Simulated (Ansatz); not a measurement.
Ansatz (a first-principles code) input:

Ansatz 0.2 input:
```yaml
crystal:
  lattice:
    - [6.1217057128, 0.0, 0.0]
    - [0.0, 6.1217057128, 0.0]
    - [0.0, 0.0, 4.9985520414]
  atoms:
    - { symbol: P, position: [0.5, 0.5, 0.25] }
    - { symbol: P, position: [0.5, 0.5, 0.75] }
    - { symbol: Co, position: [0.0, 0.0, 0.25] }
    - { symbol: Co, position: [0.0, 0.0, 0.75] }
    - { symbol: Nb, position: [0.1578621349, 0.6662238841, 0.0] }
    - { symbol: Nb, position: [0.3337761159, 0.1578621349, 0.0] }
    - { symbol: Nb, position: [0.8421378651, 0.3337761159, 0.0] }
    - { symbol: Nb, position: [0.6662238841, 0.8421378651, 0.0] }
    - { symbol: Nb, position: [0.1578621349, 0.3337761159, 0.5] }
    - { symbol: Nb, position: [0.3337761159, 0.8421378651, 0.5] }
    - { symbol: Nb, position: [0.8421378651, 0.6662238841, 0.5] }
    - { symbol: Nb, position: [0.6662238841, 0.1578621349, 0.5] }
kpoints:
  mp_grid: { grid: [7, 7, 8] }
hamiltonian:
  xc: r2scan
  pseudopotentials: { kind: paw }
scf:
  occupations: { method: gaussian, width: 0.05 }
checkpoint: { read: metal.run }
output: { bader: true, populations: true }
```

Output (shortened):

```
Pseudopotential: P, paw, valence charge 5
Pseudopotential: Co, paw, valence charge 17
Pseudopotential: Nb, paw, valence charge 13
Functional definition: r2SCAN
Crystal: 12 atoms, lattice volume = 187.322 Å³
Basis set: ecut = 500 eV, 4747 PW (Γ), exchange–correlation on 180×180×160 points (64 copies of the dense FFT grid, shifted against one another)
Bands: 89, of which v1, the nominal top of the filled ones, is band 74 counted from 1 (73 counted from 0)
Symmetry: 16 space group operations
Space group: P4/mcc (ITA 124), of the structure as read, at distance tolerance 5.7e-5 Å
k-points: 50 of 392
Stability of the state it starts from, as read at its close in the unpolarized treatment …
iter 1 solved again at ethr=9.13e-7 eV; its pass at ethr=3.10e-3 eV (dr2=1.35e-3 eV) is discarded
SCF iter   1: F=—  HF=-48295.928461 eV  |F-HF|=—  |Δ(HF+E_count)|=         —  Δρ=1.08e-6  dr2=1.18e-9  dr2_τ=7.82e-10  ethr=9.13e-7  ⟨swp⟩=3.0  Hψ=26861  notcnv=0
preconditioner: auto → Kerker (q_TF=auto, 2.623 Å⁻¹)
SCF iter   2: F=—  HF=-48295.928258 eV  |F-HF|=—  |Δ(HF+E_count)|=   2.03e-4  Δρ=5.24e-7  dr2=2.47e-10  dr2_τ=7.14e-10  ethr=1.00e-12  ⟨swp⟩=8.7  Hψ=21172  notcnv=0
SCF iter   3: F=-48295.928258 eV  HF=-48295.928258 eV  |F-HF|=3.49e-10  |Δ(HF+E_count)|=    0.00e0  Δρ=5.23e-7  dr2=4.63e-10  dr2_τ=8.27e-11  ethr=1.00e-12  ⟨swp⟩=1.0  Hψ=9132  notcnv=0
SCF 1 converged in 3 iterations: F = -48295.928258 eV  dr2 = 4.63e-10
SCF converged after 3 iterations
Free energy (F): -48295.928258 eV
Harris-Foulkes:  -48295.928258 eV  (|F-HF|=3.49e-10)
Internal energy: -48295.917590 eV  (E = F + TS)
E sigma→0 (E₀):  -48295.922924 eV
Entropy (-TS):   -0.010668 eV (-0.889 meV/atom)
Fermi energy:    17.922880 eV
--- Per-component energies (eV) ---
  E_band       = -1121.897814
  E_kinetic    = 4216.764288
  E_local      = -14176.508113  (includes V_loc(G=0)·N_el)
  E_nonlocal   = 1914.951651
  E_hartree    = 5577.268622
  E_xc         = -1799.386615
  E_vxc        = -2497.945939  (∫ρ·V_xc dr)
  E_paw        = -28914.849932  (= ΣΔE_a)
  E_vpaw       = -1888.415662  (= ΣTr[D̂ρ^β])
  E_aug_tail   = 0.000108  (compensation charges beyond the density's cutoff)
  E_vtau       = 154.721431  (kinetic-family band-sum trace: ∫τ·v_τ [+ j·A + Jᵃ·Aᵃ] dr)
  E_ewald      = -15111.846058
  E_core_change = -2.311542  (= ΣΔE_core)
  E_smearing   = -0.010668  (= −TS)
  E_closure    = 0.000000  (closes the sum)
  Σ components = -48295.928258   (vs F -48295.928258, Δ=0.00e0)
  [band-id]    e_kinetic+e_local+e_nonlocal+2·e_hartree+e_vxc+e_vpaw+e_augmentation_tail+e_vtau = -1121.894991   (vs E_band -1121.897814, Δ=2.82e-3)
--- Band table (eV; the first three rows and the last of 50) ---
  k-point 0: bands = ["-80.5414", "-80.5241", "-42.5013", "-42.3365", "-42.3365", "-42.3260", "-42.3145", "-42.3145", "-38.7244", "-38.6065", "-38.5925", "-38.5925", "-38.5826", "-38.5690", "-38.5066", "-38.5066", "-14.5201", "-14.3504", "-14.3470", …
  k-point 1: bands = ["-80.5408", "-80.5247", "-42.4946", "-42.3357", "-42.3357", "-42.3327", "-42.3153", "-42.3153", "-38.7186", "-38.6056", "-38.5892", "-38.5892", "-38.5835", "-38.5750", "-38.5099", "-38.5099", "-14.4857", "-14.3931", "-14.3801", …
  k-point 2: bands = ["-80.5389", "-80.5266", "-42.4758", "-42.3519", "-42.3333", "-42.3333", "-42.3177", "-42.3177", "-38.7019", "-38.6030", "-38.5920", "-38.5860", "-38.5800", "-38.5800", "-38.5193", "-38.5193", "-14.4667", "-14.4478", "-14.3875", …
  k-point 49: bands = ["-80.5328", "-80.5328", "-42.4140", "-42.4140", "-42.3255", "-42.3255", "-42.3255", "-42.3255", "-38.6207", "-38.6207", "-38.6180", "-38.6180", "-38.5543", "-38.5543", "-38.5481", "-38.5481", "-14.3932", "-14.3932", "-14.3666", …
--- Löwdin populations: 12 sites ---
  site symbol       q [e]
     0      P      4.9373
     1      P      4.9373
     2     Co     16.5776
     3     Co     16.5776
     4     Nb     12.9703
     5     Nb     12.9703
     6     Nb     12.9703
     7     Nb     12.9703
     8     Nb     12.9703
     9     Nb     12.9703
    10     Nb     12.9703
    11     Nb     12.9703
  spilling = 0.008160 (of n_electrons = 148.000000)
--- Bader charges: 12 sites ---
  site symbol  charge [e]  shift [e]
     0      P     -1.3779     0.0012
     1      P     -1.3781     0.0012
     2     Co     -1.2771     0.0013
     3     Co     -1.2758     0.0013
     4     Nb      0.6636     0.0006
     5     Nb      0.6636     0.0006
     6     Nb      0.6636     0.0006
     7     Nb      0.6636     0.0006
     8     Nb      0.6636     0.0006
     9     Nb      0.6636     0.0006
    10     Nb      0.6636     0.0006
    11     Nb      0.6636     0.0006
  shift: an alarm, by how much a part of what the PAW files miss would move the charge. Where it is large, compare
  with a run on PAW files of another source; a small one proves nothing
  estimated error of the sums over rays = 7.0e-4 e
```

Cost: roughly 2.3 core-minutes on shared cores.

The workflow started from an entry of the Crystallography Open Database (COD). Its standing as an ambient phase is unchecked. The r²SCAN relaxation kept the symmetry of its start; whether a distortion lowers the energy is not shown. The run is not spin-polarised. Scalar-relativistic: spin–orbit coupling is off unless named, which matters more the heavier the elements.

Potentials: the later of the program's two PAW sets.

Ansatz is a plane-wave DFT program.
